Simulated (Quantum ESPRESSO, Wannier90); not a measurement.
# Wannier functions of GaN (zinc blende)

Cell from Materials Project (mp-830), symmetrised, no further relaxation. Not found in the COD (Crystallography Open Database) copy used, which has the formula in other groups; not checked further. Level: PBEsol, spinors with spin-orbit coupling; pw.x of Quantum ESPRESSO at 68 Ry with PseudoDojo potentials, 10×10×10 k-points, Wannier90. Density: 12×12×12 mesh, cold smearing 0.01 Ry.

```
begin unit_cell_cart
ang
    0.0000000000    2.2535000000    2.2535000000
    2.2535000000    0.0000000000    2.2535000000
    2.2535000000    2.2535000000    0.0000000000
end unit_cell_cart
mp_grid = 10 10 10
```

Neighbour vectors b of the finite-difference formula (Å⁻¹), by shell:

```
shell       b_x       b_y       b_z
-----  --------  --------  --------
1       0.13941   0.13941  -0.13941
1       0.13941  -0.13941   0.13941
1      -0.13941   0.13941   0.13941
1       0.13941   0.13941   0.13941
1      -0.13941  -0.13941   0.13941
1      -0.13941   0.13941  -0.13941
1       0.13941  -0.13941  -0.13941
1      -0.13941  -0.13941  -0.13941
```

Find the weights w_b from the completeness condition Σ_b w_b b_α b_β = δ_αβ.

Shell 1: Σ b_x² = 0.155, Σ b_y² = 0.155, Σ b_z² = 0.155 Å⁻²
Each of the three diagonal sums, weighted, has to give 1 and the off-diagonal ones 0, which holds for w_1 = 6.43 Å². Check on xx: 6.43×0.155 = 1.00.

On this mesh the 6 functions of bands 13-18 (bands 13-18; start: atomic waves N 2p, conv_tol = 1.0e-6) end with spreads 1.7522, 1.7521, 1.7521, 1.7522, 1.7513, 1.7513 Å², Ω_I = 10.1424 Å² and Ω_D = 0.0219 Å².

Ω_total is the sum of the spreads, 10.511 Å². Ω_OD = Ω_total − Ω_I − Ω_D = 0.347 Å². Only (Ω_D + Ω_OD)/Ω_total = 3.5 % depends on the gauge, and another start could lower the total by that share at most. The rms radius is √(Ω_total/6) = 1.32 Å.
